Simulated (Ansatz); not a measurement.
Polymorphs of WC, each relaxed with the program Ansatz at the r²SCAN level (PAW):

A: rock salt (Fm-3m)
a = b = c = 4.3655 Å, α = β = γ = 90.00°

```json
[
 {"atom": "W", "site": "4a", "symmetry": "m-3m", "x": "0.0000", "y": "0.0000", "z": "0.0000"},
 {"atom": "C", "site": "4b", "symmetry": "m-3m", "x": "0.5000", "y": "0.5000", "z": "0.5000"}
]
```

B: CsCl type (Pm-3m)
a = b = c = 2.7161 Å, α = β = γ = 90.00°

| atom | site | symmetry | x | y | z |
|---|---|---|---|---|---|
| W | 1a | m-3m | 0.0000 | 0.0000 | 0.0000 |
| C | 1b | m-3m | 0.5000 | 0.5000 | 0.5000 |

Problem. Put the candidates in order of energy per atom at 0 K, lowest first, for r²SCAN.

Solution. A (+0 meV/atom), B (+471 meV/atom)

Constructed cells (a structure type filled with these elements, in neither database checked): B. Not the usual ambient phase: A; B. All cells were relaxed under the symmetry of their starts (and spin orders); stability against distortions was not tested throughout. Rows with no word on spin ran without spin polarisation. Spin–orbit coupling is left out wherever it is not named.

Energies hold the estimated change up to a 700 eV cutoff; steps of a few meV lie near the error of the meshes.

Potentials: the earlier of the program's two PAW sets.
